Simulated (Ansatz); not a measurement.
GaAs:
```xyz
2
Lattice="0.0000 2.8332 2.8332 2.8332 0.0000 2.8332 2.8332 2.8332 0.0000" Properties=species:S:1:pos:R:3 pbc="T T T"
As     4.2499     4.2499     4.2499
Ga     0.0000     0.0000     0.0000
```

x, y and z are the axes in which the lattice vectors are written.

Problem. Give the high-frequency dielectric tensor and the Born effective charge tensors of the independent atoms from DFPT, r²SCAN in the plane-wave PAW code Ansatz.

Solution. 
ε∞:
```
11.6  0.00  0.00
0.00  11.6  0.00
0.00  0.00  11.6
```
Z* of atom 1 (As), rows: field, columns: displacement, in e:
```
-2.15   0.00   0.00
 0.00  -2.15   0.00
 0.00   0.00  -2.15
```
Z* of atom 2 (Ga), rows: field, columns: displacement, in e:
```
2.15  0.00  0.00
0.00  2.15  0.00
0.00  0.00  2.15
```

Static charges for comparison (Bader): As1 -0.76, Ga2 +0.76 e. Born charges measure polarisation by displacement and can exceed these by far.

Space group F-43m (zinc blende). The r²SCAN relaxation kept the symmetry of its start. Spin–orbit coupling is left out wherever it is not named.

Potentials: the later of the program's two PAW sets.
